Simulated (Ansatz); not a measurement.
The start is a generated cell, AlN placed in the zincblende structure type. The structure is fully relaxed (lattice and positions, P = 0) with PBEsol (plane waves to 420 eV, PAW, scalar-relativistic; Ansatz, a program for electronic structure). The first steps use a coarse 9×9×9 k-mesh.

Starting cell:
```
AlN
1.0
    0.00000     2.22501     2.22501
    2.22501     0.00000     2.22501
    2.22501     2.22501     0.00000
N Al
1 1
Cartesian
  3.33751   3.33751   3.33751
  0.00000   0.00000   0.00000
```

Q: What pressure does the first self-consistent step give?

A: -9.0 GPa (negative: the cell is under tension).

Q: How much energy is released per atom?

A: 0.016 eV/atom.

Q: How do the shortest distances between atoms change?

A: The closest pairs of elements (up to four, under 3.6 Å), start → end: Al–N 1.93 → 1.90 Å; N–N 3.15 → 3.10 Å; Al–Al 3.15 → 3.10 Å.

Q: Is the relaxed structure metallic? Give its gap.

A: 3.19 eV, indirect (valence top at or next to Γ, conduction bottom at X) (no spin-orbit coupling).

Q: Write out the relaxed structure.

A: 
Space group F-43m (No. 216); a = 4.3774 Å, b = 4.3774 Å, c = 4.3774 Å, α = 90.00°, β = 90.00°, γ = 90.00°

```
atom  site  symmetry       x       y       z
----  ----  --------  ------  ------  ------
N       4c      -43m  0.2500  0.2500  0.2500
Al      4a      -43m  0.0000  0.0000  0.0000
```
(The calculation used a cell of 2 atoms; values per cell refer to that cell.)

The space group stays F-43m (No. 216) (the run could not lower it); the end is zinc blende type, with 2 atoms in the primitive cell. Final values are on a 13×13×13 k-mesh of the relaxed cell. No spin polarisation in the result.

The run could not lose the symmetry of its start; a randomly shaken copy of 2 atoms returns to this structure.

All atoms sit on sites fixed by symmetry, so only the cell could relax.
